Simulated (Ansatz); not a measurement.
An Ansatz (a first-principles code) run. Input:

Ansatz 0.2 input:
```yaml
crystal:
  lattice:
    - [0.0, 3.7448880642, 3.7448880642]
    - [3.7448880642, 0.0, 3.7448880642]
    - [3.7448880642, 3.7448880642, 0.0]
  atoms:
    - { symbol: C, position: [0.5705471127, 0.2883586618, 0.5705471127] }
    - { symbol: C, position: [0.9616413382, 0.6794528873, 0.6794528873] }
    - { symbol: C, position: [0.5705471127, 0.5705471127, 0.2883586618] }
    - { symbol: C, position: [0.6794528873, 0.9616413382, 0.6794528873] }
    - { symbol: C, position: [0.5705471127, 0.5705471127, 0.5705471127] }
    - { symbol: C, position: [0.6794528873, 0.6794528873, 0.6794528873] }
    - { symbol: C, position: [0.2883586618, 0.5705471127, 0.5705471127] }
    - { symbol: C, position: [0.6794528873, 0.6794528873, 0.9616413382] }
kpoints:
  mp_grid: { grid: [4, 4, 4] }
hamiltonian:
  xc: hse06
  pseudopotentials: { kind: paw }
scf:
  n_extra_bands: 8
  occupations: { method: fixed }
output:
  eigenvalues: true
  eigenstates:
    e_range: [-9.0, 11.4]
    kpoints:
      - [0.0, 0.0, 0.0]  # VBM
      - [0.0, 0.0, 0.0]  # CBM
      - [0.0, 0.0, 0.0]  # GAMMA
      - [0.5, 0.0, 0.5]  # X
      - [0.5, 0.5, 0.5]  # L
      - [0.5, 0.25, 0.75]  # W
      - [0.375, 0.375, 0.75]  # K
      - [0.625, 0.25, 0.625]  # U
```

Output (shortened):

```
Pseudopotential: C, paw, valence charge 4
Functional definition: HSE06
davidson cushion auto → on  (no smearing: the cushion is to keep the highest requested band from converging to the state above it …
Crystal: 8 atoms, lattice volume = 105.038 Å³
Basis set: ecut = 420 eV, 2085 PW (Γ)
Bands: 24, of which v1, the nominal top of the filled ones, is band 16 counted from 1 (15 counted from 0)
Symmetry: 48 space group operations
Space group: Fd-3m (ITA 227), of the structure as read, at distance tolerance 4.7e-5 Å
k-points: 8 of 64
SCF iter   1: F=—  HF=-1997.041015 eV  |F-HF|=—  |Δ(HF+E_count)|=         —  Δρ=1.46e-2  dr2=1.67e-1  ethr=1.77e-3  ⟨swp⟩=8.4  Hψ=1003  notcnv=0
preconditioner: auto → none
SCF iter   2: F=—  HF=-1997.064814 eV  |F-HF|=—  |Δ(HF+E_count)|=   2.38e-2  Δρ=6.48e-3  dr2=3.22e-2  ethr=5.21e-4  ⟨swp⟩=3.0  Hψ=462  notcnv=0
iter 3 solved again at ethr=8.98e-7 eV; its pass at ethr=1.01e-4 eV (dr2=2.87e-4 eV) is discarded
SCF iter   3: F=-1997.084740 eV  HF=-1997.084879 eV  |F-HF|=1.39e-4  |Δ(HF+E_count)|=   2.01e-2  Δρ=5.75e-4  dr2=2.94e-4  ethr=8.98e-7  ⟨swp⟩=5.1  Hψ=1161  notcnv=0
SCF 1 stopped early in 3 iterations: F = -1997.084740 eV  dr2 = 2.94e-4
Crystal: 8 atoms, lattice volume = 105.038 Å³
Exchange kernel: α = 0.2500, screened, ω = 0.2079 Å⁻¹, Wigner–Seitz truncation, v(0) = 1045.4037 eV·Å³, q-mesh 4×4×4, nearest image of the exchange supercell L …
Frozen-core exchange: fock
SCF iter   1: F=—  HF=-1996.779604 eV  |F-HF|=—  |Δ(HF+E_count)|=         —  Δρ=7.28e-3  dr2=2.75e-2  ethr=9.18e-6  ⟨swp⟩=7.1  Hψ=994  notcnv=0
preconditioner: auto → none
SCF iter   2: F=—  HF=-1996.769370 eV  |F-HF|=—  |Δ(HF+E_count)|=   1.02e-2  Δρ=2.96e-3  dr2=4.20e-3  ethr=9.18e-6  ⟨swp⟩=3.9  Hψ=631  notcnv=0
SCF iter   3: F=—  HF=-1996.778205 eV  |F-HF|=—  |Δ(HF+E_count)|=   8.84e-3  Δρ=1.78e-3  dr2=1.47e-3  ethr=9.18e-6  ⟨swp⟩=3.9  Hψ=594  notcnv=0
SCF iter   4: F=—  HF=-1996.777685 eV  |F-HF|=—  |Δ(HF+E_count)|=   5.19e-4  Δρ=7.54e-4  dr2=3.08e-4  ethr=4.52e-6  ⟨swp⟩=2.0  Hψ=424  notcnv=0
SCF iter   5: F=—  HF=-1996.777561 eV  |F-HF|=—  |Δ(HF+E_count)|=   1.25e-4  Δρ=1.53e-4  dr2=2.20e-5  ethr=8.90e-7  ⟨swp⟩=3.0  Hψ=476  notcnv=0
SCF iter   6: F=-1996.777688 eV  HF=-1996.777689 eV  |F-HF|=9.02e-7  |Δ(HF+E_count)|=   1.28e-4  Δρ=8.02e-5  dr2=2.66e-6  ethr=3.44e-8  ⟨swp⟩=5.0  Hψ=692  notcnv=0
SCF 2 stopped early in 6 iterations: F = -1996.777688 eV  dr2 = 2.66e-6
hybrid outer 1: dexx = +1.150e-2 eV, tail = 4.21e-5 eV
Crystal: 8 atoms, lattice volume = 105.038 Å³
Exchange kernel: α = 0.2500, screened, ω = 0.2079 Å⁻¹, Wigner–Seitz truncation, v(0) = 1045.4037 eV·Å³, q-mesh 4×4×4, nearest image of the exchange supercell L …
Frozen-core exchange: fock
SCF iter   1: F=—  HF=-1996.777970 eV  |F-HF|=—  |Δ(HF+E_count)|=         —  Δρ=6.01e-5  dr2=1.99e-6  ethr=6.58e-7  ⟨swp⟩=3.5  Hψ=485  notcnv=0
preconditioner: auto → none
iter 2 solved again at ethr=2.16e-10 eV; its pass at ethr=5.17e-9 eV (dr2=6.92e-8 eV) is discarded
SCF iter   2: F=—  HF=-1996.777970 eV  |F-HF|=—  |Δ(HF+E_count)|=   5.03e-7  Δρ=1.27e-5  dr2=1.01e-7  ethr=2.16e-10  ⟨swp⟩=2.8  Hψ=1043  notcnv=0
SCF iter   3: F=-1996.777970 eV  HF=-1996.777970 eV  |F-HF|=1.66e-9  |Δ(HF+E_count)|=   5.73e-9  Δρ=2.37e-6  dr2=3.43e-8  ethr=2.16e-10  ⟨swp⟩=3.5  Hψ=591  notcnv=0
SCF 3 converged in 3 iterations: F = -1996.777970 eV  dr2 = 3.43e-8
hybrid outer 2: dexx = +4.815e-7 eV, tail = 8.19e-8 eV, Δε = 1.99e-3 eV (about 9.75e-5 eV left of the loop's levels)
NSCF: frozen V_eff on 8 k-points
hybrid SCF converged: 2 outer / 9 inner (+3 warm-up), last move |dexx| = 4.82e-7 eV, tail = 8.19e-8 eV
Stability not checked (fock_operator)
Free energy (F): -1996.777970 eV
Frozen-core exchange: fock
Harris-Foulkes:  -1996.777970 eV  (|F-HF|=1.66e-9)
Internal energy: -1996.777970 eV  (E = F + TS)
E sigma→0 (E₀):  -1996.777970 eV
Fermi energy:    3.968846 eV
--- Per-component energies (eV) ---
  E_band       = -237.035904
  E_kinetic    = 733.258421
  E_local      = -2109.465971  (includes V_loc(G=0)·N_el)
  E_nonlocal   = 209.163032
  E_hartree    = 751.316485
  E_xc         = -309.940720
  E_vxc        = -379.825306  (∫ρ·V_xc dr)
  E_exx        = -71.489344  (= α·E_x^exact, valence–valence)
  E_paw        = -795.459766  (= ΣΔE_a)
  E_vpaw       = -49.818120  (= ΣTr[D̂ρ^β])
  E_aug_tail   = 0.000076  (compensation charges beyond the density's cutoff)
  E_ewald      = -404.022437
  E_core_change = -0.137746  (= ΣΔE_core)
  E_smearing   =  0.000000  (= −TS)
  E_closure    =  0.000000  (closes the sum)
  Σ components = -1996.777970   (vs F -1996.777970, Δ=0.00e0)
  [band-id]    e_kinetic+e_local+e_nonlocal+2·e_hartree+e_vxc+2·e_exx+e_vpaw+e_augmentation_tail = -237.033587   (vs E_band -237.035904, Δ=2.32e-3)
--- Band table (eV; the first three rows and the last of 8) ---
  k-point 0: bands = ["-21.0796", "-20.0223", "-12.0061", "-12.0061", "-12.0061", "-9.9693", "-7.7202", "-7.7202", "-7.7202", "-2.4464", "-2.4464", "-2.4464", "-2.4330", "-2.4330", "3.9688", "3.9688", "7.1692", "7.2659", "7.2659", "7.2659", "10.1271", …
  k-point 1: bands = ["-20.9787", "-20.1457", "-12.0784", "-12.0784", "-11.9661", "-10.3049", "-7.3921", "-7.3921", "-6.8792", "-3.3742", "-3.3742", "-3.2129", "-1.6288", "-1.6288", "2.8261", "2.8261", "7.2862", "7.3248", "8.4764", "8.4764", "9.8241", …
  k-point 2: bands = ["-20.8350", "-20.3116", "-12.1457", "-12.1457", "-11.9273", "-10.5452", "-7.0099", "-7.0099", "-5.6199", "-4.4776", "-3.8922", "-3.8922", "-1.2748", "-1.2748", "2.0205", "2.0205", "7.3058", "7.7575", "9.0824", "9.0824", "9.3193", …
  k-point 7: bands = ["-20.5804", "-20.5804", "-12.3041", "-12.3041", "-11.2110", "-11.2110", "-6.1144", "-6.1144", "-5.2604", "-5.2604", "-4.7406", "-4.7406", "-0.1272", "-0.1272", "0.5002", "0.5002", "8.6321", "8.6321", "9.1759", "9.1759", "10.5375", …
```

Cost: around 110 core-seconds (rough) on shared cores.

The points marked VBM and CBM come from a semilocal run.

The start of the workflow was typed in or built on a structure type. Its sites differ from those of the usual phase in this space group: another stacking or structure type. The PBEsol relaxation kept the symmetry of its start; whether a distortion lowers the energy is not shown.

Potentials: the later of the program's two PAW sets.

Ansatz is a plane-wave DFT program.
